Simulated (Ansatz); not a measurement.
Input file for Ansatz (a program for electronic structure):

Ansatz 0.2 input:
```yaml
crystal:
  lattice:
    - [3.8673141687, 0.0, 0.0]
    - [0.0, 3.8673141687, 0.0]
    - [0.0, 0.0, 3.8673141687]
  atoms:
    - { symbol: Ti, position: [0.0, 0.0, 0.0] }
    - { symbol: Pd, position: [0.0, 0.5, 0.5] }
    - { symbol: Pd, position: [0.5, 0.0, 0.5] }
    - { symbol: Pd, position: [0.5, 0.5, 0.0] }
kpoints:
  mp_grid: { grid: [8, 8, 8] }
  band_path:
    path:
      - [[0.0, 0.0, 0.0], [0.0, 0.5, 0.0], [0.5, 0.5, 0.0], [0.0, 0.0, 0.0], [0.5, 0.5, 0.5], [0.0, 0.5, 0.0]]  # Γ-X-M-Γ-R-X
      - [[0.5, 0.5, 0.5], [0.5, 0.5, 0.0]]  # R-M
    npoints: 12
basis: { xc_grid: 2 }
hamiltonian:
  xc: pbesol
  pseudopotentials: { kind: paw }
magnetization: { noncollinear: true, spin_orbit: true }
scf:
  n_extra_bands: 12
  convergence: { dr2_threshold: 0.0000000001 }
  occupations: { method: gaussian, width: 0.05 }
output: { eigenvalues: true }
```

Output (shortened):

```
Pseudopotential: Ti, paw_fr, valence charge 12
Pseudopotential: Pd, paw_fr, valence charge 18
Functional definition: PBEsol
non-collinear run that drives no moment, with spin-orbit …
Crystal: 4 atoms, lattice volume = 57.840 Å³
Basis set: ecut = 420 eV, 1141 PW (Γ), exchange–correlation on 54×54×54 points (8 copies of the dense FFT grid, shifted against one another)
Bands: 78, of which v1, the nominal top of the filled ones, is band 66 counted from 1 (65 counted from 0)
Symmetry: 48 space group operations + 48 with time reversal
k-points: 35 of 512
Projection manifold: j_resolved (fully-relativistic pseudo-atomic orbitals)
SCF iter   1: F=—  HF=-23228.481968 eV  |F-HF|=—  |Δ(HF+E_count)|=         —  Δρ=5.94e-1  dr2=3.60e2  dr2_m=0.00e0 (ungated)  ethr=3.10e-3  |M|=0.00e0 ∫|m|=0.00e0 μB  |m|>n=0.0e0 m-floor=0.0e0 τ_xc=0.0e0  β_m=0.30  ⟨swp⟩=7.7  Hψ=6334  notcnv=0
preconditioner: auto → Kerker (q_TF=auto, 2.789 Å⁻¹)
spin=Noncollinear: Kerker preconditioning applied to the charge; magnetization (m_x, m_y, m_z) channels mix plain (no charge-response kernel on spin).
SCF iter   2: F=—  HF=-23207.567712 eV  |F-HF|=—  |Δ(HF+E_count)|=    2.09e1  Δρ=1.79e-1  dr2=1.89e1  dr2_m=0.00e0 (ungated)  ethr=3.10e-3  |M|=0.00e0 ∫|m|=0.00e0 μB  |m|>n=0.0e0 m-floor=0.0e0 τ_xc=0.0e0  β_m=0.27  ⟨swp⟩=4.0  Hψ=3494  notcnv=0  defer=158
preconditioner: auto → Resta (q_TF=auto, 2.789 Å⁻¹)
spin=Noncollinear: Resta preconditioning applied to the charge; magnetization (m_x, m_y, m_z) channels mix plain (no charge-response kernel on spin).
SCF iter   3: F=—  HF=-23204.712162 eV  |F-HF|=—  |Δ(HF+E_count)|=    2.86e0  Δρ=1.21e-1  dr2=8.53e0  dr2_m=0.00e0 (ungated)  ethr=3.10e-3  |M|=0.00e0 ∫|m|=0.00e0 μB  |m|>n=0.0e0 m-floor=0.0e0 τ_xc=0.0e0  β_m=0.64  ⟨swp⟩=2.8  Hψ=2817  notcnv=0  defer=152
SCF iter   4: F=—  HF=-23206.237679 eV  |F-HF|=—  |Δ(HF+E_count)|=    1.53e0  Δρ=3.00e-1  dr2=8.90e1  dr2_m=0.00e0 (ungated)  ethr=3.10e-3  |M|=0.00e0 ∫|m|=0.00e0 μB  |m|>n=0.0e0 m-floor=0.0e0 τ_xc=0.0e0  β_m=0.60  ⟨swp⟩=3.9  Hψ=4001  notcnv=0  defer=148  recentre
SCF iter   5: F=—  HF=-23202.740711 eV  |F-HF|=—  |Δ(HF+E_count)|=    3.50e0  Δρ=1.88e-2  dr2=1.84e-1  dr2_m=0.00e0 (ungated)  ethr=3.10e-3  |M|=0.00e0 ∫|m|=0.00e0 μB  |m|>n=0.0e0 m-floor=0.0e0 τ_xc=0.0e0  β_m=0.73  ⟨swp⟩=3.5  Hψ=3159  notcnv=0  defer=136
SCF iter   6: F=—  HF=-23202.722153 eV  |F-HF|=—  |Δ(HF+E_count)|=   1.86e-2  Δρ=5.65e-3  dr2=3.03e-2  dr2_m=0.00e0 (ungated)  ethr=2.78e-4  |M|=0.00e0 ∫|m|=0.00e0 μB  |m|>n=0.0e0 m-floor=0.0e0 τ_xc=0.0e0  β_m=0.76  ⟨swp⟩=3.3  Hψ=2614  notcnv=0  defer=134
SCF iter   7: F=—  HF=-23202.718752 eV  |F-HF|=—  |Δ(HF+E_count)|=   3.40e-3  Δρ=6.80e-4  dr2=3.18e-4  dr2_m=0.00e0 (ungated)  ethr=4.59e-5  |M|=0.00e0 ∫|m|=0.00e0 μB  |m|>n=0.0e0 m-floor=0.0e0 τ_xc=0.0e0  β_m=0.82  ⟨swp⟩=2.0  Hψ=1671  notcnv=0  defer=134
SCF iter   8: F=—  HF=-23202.718766 eV  |F-HF|=—  |Δ(HF+E_count)|=   1.43e-5  Δρ=3.62e-4  dr2=1.30e-4  dr2_m=0.00e0 (ungated)  ethr=4.82e-7  |M|=0.00e0 ∫|m|=0.00e0 μB  |m|>n=0.0e0 m-floor=0.0e0 τ_xc=0.0e0  β_m=0.91  ⟨swp⟩=2.1  Hψ=1721  notcnv=0  defer=134
SCF iter  14: F=-23202.718747 eV  HF=-23202.718747 eV  |F-HF|=3.64e-12  |Δ(HF+E_count)|=  2.18e-11  Δρ=8.41e-8  dr2=4.36e-12  dr2_m=0.00e0 (ungated)  ethr=1.00e-12  |M|=0.00e0 ∫|m|=0.00e0 μB  |m|>n=0.0e0 m-floor=0.0e0 τ_xc=0.0e0  ⟨swp⟩=2.0  Hψ=2556  notcnv=0
SCF 1 converged in 14 iterations: F = -23202.718747 eV  dr2 = 4.36e-12
NSCF: frozen V_eff on 74 k-points
SCF converged after 14 iterations
Magnetization: |M| = 0.0000 μB,  M = (+0.0000, +0.0000, +0.0000) μB
Absolute magnetization: 0.0000 μB (∫|m|)
  site 0: m = (+0.0000, +0.0000, +0.0000) μB, |m| = 0.0000 μB  (R = 1.13 Å)
  site 1: m = (+0.0000, +0.0000, +0.0000) μB, |m| = 0.0000 μB  (R = 1.13 Å)
  site 2: m = (+0.0000, +0.0000, +0.0000) μB, |m| = 0.0000 μB  (R = 1.13 Å)
  site 3: m = (+0.0000, +0.0000, +0.0000) μB, |m| = 0.0000 μB  (R = 1.13 Å)
Free energy (F): -23202.718747 eV
Harris-Foulkes:  -23202.718747 eV  (|F-HF|=3.64e-12)
Internal energy: -23202.716611 eV  (E = F + TS)
E sigma→0 (E₀):  -23202.717679 eV
Entropy (-TS):   -0.002135 eV (-0.534 meV/atom)
Fermi energy:    20.223314 eV
--- Per-component energies (eV) ---
  E_band       = -542.610341
  E_kinetic    = 1815.050984
  E_local      = -6071.167119  (includes V_loc(G=0)·N_el)
  E_nonlocal   = 657.989059
  E_hartree    = 2485.159084
  E_xc         = -603.393701
  E_vxc        = -759.876023  (∫ρ·V_xc dr)
  E_paw        = -12078.703582  (= ΣΔE_a)
  E_vpaw       = -1154.926262  (= ΣTr[D̂ρ^β])
  E_aug_tail   = 0.000811  (compensation charges beyond the density's cutoff)
  E_ewald      = -9408.705259
  E_core_change = 1.053111  (= ΣΔE_core)
  E_smearing   = -0.002135  (= −TS)
  E_closure    =  0.000000  (closes the sum)
  Σ components = -23202.718747   (vs F -23202.718747, Δ=0.00e0)
  [band-id]    e_kinetic+e_local+e_nonlocal+2·e_hartree+e_vxc+e_vpaw+e_augmentation_tail = -542.610383   (vs E_band -542.610341, Δ=-4.14e-5)
--- Band table (eV; the first three rows and the last of 35) ---
  k-point 0: bands = ["-64.9144", "-64.9144", "-64.8543", "-64.8543", "-64.8543", "-64.8543", "-37.7366", "-37.7366", "-33.7948", "-33.7948", "-33.7948", "-33.7948", "-33.6427", "-33.6427", "-29.3548", "-29.3548", "-29.3520", "-29.3520", "-29.3520", …
  k-point 1: bands = ["-64.9124", "-64.9124", "-64.8563", "-64.8563", "-64.8543", "-64.8543", "-37.7368", "-37.7368", "-33.7948", "-33.7948", "-33.7896", "-33.7896", "-33.6477", "-33.6477", "-29.3530", "-29.3530", "-29.3475", "-29.3475", "-29.3436", …
  k-point 2: bands = ["-64.9067", "-64.9067", "-64.8620", "-64.8620", "-64.8543", "-64.8543", "-37.7373", "-37.7373", "-33.7947", "-33.7947", "-33.7752", "-33.7752", "-33.6616", "-33.6616", "-29.3532", "-29.3532", "-29.3350", "-29.3350", "-29.3140", …
  k-point 34: bands = ["-64.8741", "-64.8741", "-64.8741", "-64.8741", "-64.8741", "-64.8741", "-37.7343", "-37.7343", "-33.7511", "-33.7511", "-33.7511", "-33.7511", "-33.7446", "-33.7446", "-29.4423", "-29.4423", "-29.3348", "-29.3348", "-29.2607", …
```

Cost: very roughly 110 core-seconds on shared cores.

Space group Pm-3m (Cu3Au type). The workflow started from an entry of the Crystallography Open Database (COD). Its standing as an ambient phase is unchecked. The cell was relaxed with PBEsol under the symmetry of its start; of distortions, only those at the zone centre were tested. No spin polarisation was allowed.

Potentials: the later of the program's two PAW sets.

Ansatz is a plane-wave DFT program.
